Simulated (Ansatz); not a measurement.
Total density of states per atom from DFT-PBEsol in the program Ansatz with PAW potentials, in 0.25 eV bins, energy from the Fermi level:

(E (eV), states/eV/atom): (-7.85, 0.19); (-7.60, 0.22); (-7.35, 0.27); (-7.10, 0.55); (-6.85, 0.85); (-6.60, 1.17); (-6.35, 1.21); (-6.10, 1.20); (-5.85, 2.00); (-5.60, 1.54); (-5.35, 1.54); (-5.10, 1.45); (-4.85, 1.47); (-4.60, 1.53); (-4.35, 1.67); (-4.10, 2.12); (-3.85, 1.37); (-3.60, 1.01); (-3.35, 0.91); (-3.10, 1.08); (-2.85, 2.44); (-2.60, 2.72); (-2.35, 3.08); (-2.10, 3.56); (-1.85, 3.92); (-1.60, 2.09); (-1.35, 0.55); (-1.10, 0.40); (-0.85, 0.30); (-0.60, 0.26); (-0.35, 0.27); (-0.10, 0.31); (0.15, 0.30); (0.40, 0.29); (0.65, 0.28); (0.90, 0.27); (1.15, 0.26); (1.40, 0.25); (1.65, 0.24); (1.90, 0.23); (2.15, 0.22); (2.40, 0.21); (2.65, 0.21); (2.90, 0.22); (3.15, 0.22); (3.40, 0.22); (3.65, 0.25); (3.90, 0.28); (4.15, 0.28); (4.40, 0.27); (4.65, 0.26)

**Question.** Which compound is it?
A) Au, hcp (Mg type)
B) Cu, fcc (Cu type)
C) CuAu, L1₀ or tetragonal B2
D) Al2Au, fluorite or antifluorite type

**Answer.** C, CuAu, L1₀ or tetragonal B2. Within 0.5 eV of the Fermi level: Au 6s 24 %, Au 5d 18 %, Cu 3d 18 %, Cu 4s 16 %, outside the projected shells 24 %. Projections are on Löwdin-orthogonalised atomic valence shells; empty p or d shells of many metals are not among them.

Space group P4/mmm (L1₀ or tetragonal B2). The PBEsol relaxation kept the symmetry of its start; of distortions, only those at the zone centre were tested. No spin polarisation was allowed. Spin–orbit coupling is left out wherever it is not named.

Potentials: the earlier of the program's two PAW sets.
